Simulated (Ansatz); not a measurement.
Input, command and steps of an Ansatz relaxation.

```yaml
crystal:
  lattice:
    - [4.3751612535, 0.0, 0.0]
    - [-2.1875806268, 3.7890007912, 0.0]
    - [0.0, 0.0, 6.1458383002]
  atoms:
    - { symbol: V, position: [0.5, 0.0, 0.0] }
    - { symbol: V, position: [0.5, 0.5, 0.6666666667] }
    - { symbol: V, position: [0.0, 0.5, 0.3333333333] }
    - { symbol: Si, position: [0.1635804611, 0.3271609221, 0.0] }
    - { symbol: Si, position: [0.8364195389, 0.1635804611, 0.6666666667] }
    - { symbol: Si, position: [0.6728390779, 0.8364195389, 0.3333333333] }
    - { symbol: Si, position: [0.8364195389, 0.6728390779, 0.0] }
    - { symbol: Si, position: [0.1635804611, 0.8364195389, 0.6666666667] }
    - { symbol: Si, position: [0.3271609221, 0.1635804611, 0.3333333333] }
basis:
  ecutwfc: 420
kpoints:
  mp_grid: { grid: [12, 12, 6] }
hamiltonian:
  xc: pbesol
scf:
  occupations: { method: gaussian, width: 0.1 }
output:
  forces: true
  stress: true
  eigenvalues: true
relax:
  adjacent_minimum: "off"
  f_tol: 0.01
  max_steps: 30
  cell: { stress_tol: 0.1, fix: [volume] }
```

```bash
ansatz run input.yaml --threads 2 --pin off --max-ram 5120MiB --backend cpu --events-out ev --progress --plain --runs-dir out
```

Level of theory: DFT PBEsol, scalar-relativistic, plane waves, PAW (Ansatz).

The volume is held at 0.91 times that of the relaxed cell.

Of 4 frames 3 are shown, positions in Å and forces in eV/Å; the SCF threshold varies from step to step. Steps run on the plane waves of an earlier cell, with a Pulay correction in the pressure. The basis is chosen afresh for the last frame, the zero of the energies, and at times for earlier ones too; energy and pressure step there, also at an unchanged geometry.

```xyz
9
Lattice="4.3752 0.0000 0.0000 -2.1876 3.7890 0.0000 0.0000 0.0000 6.1458" Properties=species:S:1:pos:R:3:forces:R:3 pbc="T T T" step=1 free_energy_over_end_meV_per_atom=0.06 pressure_GPa=21.65
V     2.1876    0.0000    0.0000    0.0000    0.0000    0.0000
V     1.0938    1.8945    4.0972    0.0000    0.0000    0.0000
V    -1.0938    1.8945    2.0486    0.0000    0.0000    0.0000
Si    0.0000    1.2396    0.0000    0.0000    0.0262    0.0000
Si    3.3016    0.6198    4.0972   -0.0227    0.0131    0.0000
Si    1.1140    3.1692    2.0486   -0.0227   -0.0131    0.0000
Si    2.1876    2.5494    0.0000    0.0000   -0.0262    0.0000
Si   -1.1140    3.1692    4.0972    0.0227   -0.0131    0.0000
Si    1.0735    0.6198    2.0486    0.0227    0.0131    0.0000
9
Lattice="4.3730 0.0000 0.0000 -2.1865 3.7871 0.0000 0.0000 0.0000 6.1519" Properties=species:S:1:pos:R:3:forces:R:3 pbc="T T T" step=2 free_energy_over_end_meV_per_atom=0.01 pressure_GPa=21.61
V     2.1865    0.0000    0.0000    0.0000    0.0000    0.0000
V     1.0933    1.8936    4.1012    0.0000    0.0000    0.0000
V    -1.0933    1.8936    2.0506    0.0000    0.0000    0.0000
Si    0.0000    1.2398    0.0000    0.0000    0.0115    0.0000
Si    3.2993    0.6199    4.1012   -0.0099    0.0057    0.0000
Si    1.1128    3.1672    2.0506   -0.0099   -0.0057    0.0000
Si    2.1865    2.5473    0.0000    0.0000   -0.0115    0.0000
Si   -1.1128    3.1672    4.1012    0.0099   -0.0057    0.0000
Si    1.0737    0.6199    2.0506    0.0099    0.0057    0.0000
9
Lattice="4.3721 0.0000 0.0000 -2.1861 3.7864 0.0000 0.0000 0.0000 6.1544" Properties=species:S:1:pos:R:3:forces:R:3 pbc="T T T" step=4 free_energy_over_end_meV_per_atom=0.00 pressure_GPa=21.59
V     2.1861    0.0000    0.0000    0.0000    0.0000    0.0000
V     1.0930    1.8932    4.1029    0.0000    0.0000    0.0000
V    -1.0930    1.8932    2.0515    0.0000    0.0000    0.0000
Si    0.0000    1.2402    0.0000    0.0000    0.0004    0.0000
Si    3.2981    0.6201    4.1029   -0.0003    0.0002    0.0000
Si    1.1121    3.1663    2.0515   -0.0003   -0.0002    0.0000
Si    2.1861    2.5462    0.0000    0.0000   -0.0004    0.0000
Si   -1.1121    3.1663    4.1029    0.0003   -0.0002    0.0000
Si    1.0740    0.6201    2.0515    0.0003    0.0002    0.0000
```

It took 37 s on 2 threads of Intel(R) Xeon(R) 6975P-C (Granite Rapids), on a shared host, peak memory 0.57 GiB.